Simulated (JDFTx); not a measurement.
An input for a modified build of JDFTx (Pb(100), CANDLE, water, 1 M KCl; bohr, hartree) and the course of its log:

```
lattice \
  6.6671736562 0.0000000000 0.0000000000 \
  0.0000000000 6.6671736562 0.0000000000 \
  0.0000000000 0.0000000000 49.1328792403
coords-type Lattice
ion Pb 0.0000000000 0.0000000000 -0.1919042310 0
ion Pb 0.5000000000 0.5000000000 -0.0959521150 0
ion Pb 0.0000000000 0.0000000000 0.0000000000 0
ion Pb 0.5000000000 0.5000000000 0.0959521150 0
ion Pb 0.0000000000 0.0000000000 0.1919042310 0
ion-species pseudo/pb_pbe_v1.upf
elec-cutoff 20 100
elec-ex-corr gga-PBE
coulomb-interaction Slab 001
coulomb-truncation-embed 0 0 0
kpoint-folding 6 6 1
elec-smearing Fermi 0.01
elec-n-bands 47
electronic-scf nIterations 100 energyDiffThreshold 1e-08
fluid LinearPCM
pcm-variant CANDLE
fluid-solvent H2O
fluid-cation K+ 1
fluid-anion Cl- 1
fluid-minimize nIterations 400 knormThreshold 1e-11
wavefunction read vac.wfns
elec-initial-eigenvals vac.eigenvals
dump-name f0.$VAR
dump End State Ecomponents EigStats BandEigs Forces ElecDensity IonicPositions Fillings Kpoints Dtot FluidDebug BoundCharge FluidDensity
```

```
[one cycle in 5 is shown, and the last three; fluid-solver lines are left out]
	FillingsUpdate:  mu: -0.129729795  nElectrons: 70.000000
SCF: Cycle:  0   F: -304.886438994488230   dF: +8.755e-05   |Residual|: 1.598e-03   |deigs|: 1.899e-04
	FillingsUpdate:  mu: -0.126077775  nElectrons: 70.000000
SCF: Cycle:  5   F: -304.886586470286431   dF: -2.192e-06   |Residual|: 2.029e-04   |deigs|: 4.689e-04
	FillingsUpdate:  mu: -0.125906844  nElectrons: 70.000000
SCF: Cycle: 10   F: -304.886586938009032   dF: -8.021e-09   |Residual|: 4.977e-05   |deigs|: 4.005e-04
	FillingsUpdate:  mu: -0.125936843  nElectrons: 70.000000
SCF: Cycle: 15   F: -304.886587040349355   dF: -9.734e-08   |Residual|: 1.191e-05   |deigs|: 3.149e-05
	FillingsUpdate:  mu: -0.125965577  nElectrons: 70.000000
SCF: Cycle: 20   F: -304.886586938509993   dF: +1.102e-07   |Residual|: 3.582e-05   |deigs|: 4.253e-05
	FillingsUpdate:  mu: -0.125925457  nElectrons: 70.000000
SCF: Cycle: 25   F: -304.886587061960142   dF: -5.585e-09   |Residual|: 9.490e-06   |deigs|: 2.837e-05
	FillingsUpdate:  mu: -0.125978958  nElectrons: 70.000000
SCF: Cycle: 30   F: -304.886586875701312   dF: +1.886e-07   |Residual|: 4.592e-05   |deigs|: 5.925e-05
	FillingsUpdate:  mu: -0.125947680  nElectrons: 70.000000
SCF: Cycle: 35   F: -304.886587065267406   dF: -6.355e-08   |Residual|: 1.603e-05   |deigs|: 1.752e-05
	FillingsUpdate:  mu: -0.125920790  nElectrons: 70.000000
SCF: Cycle: 40   F: -304.886587069857114   dF: +3.085e-09   |Residual|: 1.848e-05   |deigs|: 2.690e-05
	FillingsUpdate:  mu: -0.125920133  nElectrons: 70.000000
SCF: Cycle: 45   F: -304.886587084213886   dF: -1.260e-08   |Residual|: 8.368e-06   |deigs|: 2.297e-05
	FillingsUpdate:  mu: -0.125952373  nElectrons: 70.000000
SCF: Cycle: 50   F: -304.886587038442997   dF: -3.125e-07   |Residual|: 2.453e-05   |deigs|: 3.944e-05
	FillingsUpdate:  mu: -0.125952986  nElectrons: 70.000000
SCF: Cycle: 55   F: -304.886587039685594   dF: -1.903e-07   |Residual|: 2.457e-05   |deigs|: 2.874e-05
	FillingsUpdate:  mu: -0.125951899  nElectrons: 70.000000
SCF: Cycle: 60   F: -304.886587040985489   dF: -2.992e-07   |Residual|: 2.468e-05   |deigs|: 3.543e-05
	FillingsUpdate:  mu: -0.125945189  nElectrons: 70.000000
SCF: Cycle: 65   F: -304.886587061254602   dF: -5.905e-08   |Residual|: 1.962e-05   |deigs|: 2.061e-05
	FillingsUpdate:  mu: -0.125932234  nElectrons: 70.000000
SCF: Cycle: 70   F: -304.886587084299720   dF: -3.938e-08   |Residual|: 1.644e-05   |deigs|: 2.210e-05
	FillingsUpdate:  mu: -0.125936660  nElectrons: 70.000000
SCF: Cycle: 75   F: -304.886587079249182   dF: -2.094e-08   |Residual|: 1.547e-05   |deigs|: 1.071e-05
	FillingsUpdate:  mu: -0.125932185  nElectrons: 70.000000
SCF: Cycle: 80   F: -304.886587080704373   dF: -1.533e-08   |Residual|: 1.758e-05   |deigs|: 1.187e-05
	FillingsUpdate:  mu: -0.125918316  nElectrons: 70.000000
SCF: Cycle: 85   F: -304.886587080561753   dF: +1.002e-09   |Residual|: 2.023e-05   |deigs|: 1.659e-05
	FillingsUpdate:  mu: -0.125915239  nElectrons: 70.000000
SCF: Cycle: 90   F: -304.886587076488240   dF: +8.802e-10   |Residual|: 2.158e-05   |deigs|: 2.374e-05
	FillingsUpdate:  mu: -0.125921028  nElectrons: 70.000000
SCF: Cycle: 95   F: -304.886587078034097   dF: +7.485e-09   |Residual|: 1.746e-05   |deigs|: 7.736e-06
	FillingsUpdate:  mu: -0.125952270  nElectrons: 70.000000
SCF: Cycle: 97   F: -304.886587032840964   dF: -1.939e-07   |Residual|: 2.812e-05   |deigs|: 3.115e-05
	FillingsUpdate:  mu: -0.125946191  nElectrons: 70.000000
SCF: Cycle: 98   F: -304.886587057882934   dF: -2.504e-08   |Residual|: 2.214e-05   |deigs|: 6.281e-06
	FillingsUpdate:  mu: -0.125938274  nElectrons: 70.000000
SCF: Cycle: 99   F: -304.886587077991180   dF: -2.011e-08   |Residual|: 1.717e-05   |deigs|: 8.215e-06
SCF: None of the convergence criteria satisfied after 100 iterations.
IonicMinimize: Iter:   0  F: -304.886587077991180  |grad|_K:  0.000e+00
IonicMinimize: Converged (|grad|_K<1.000000e-04).
```

This run gave no converged result. The loop ran out of cycles short of its threshold. It has stalled and not diverged: the last ten energies span 7e-07 Ha, so the total is near its end, but levels, forces and charges aren't shown converged.
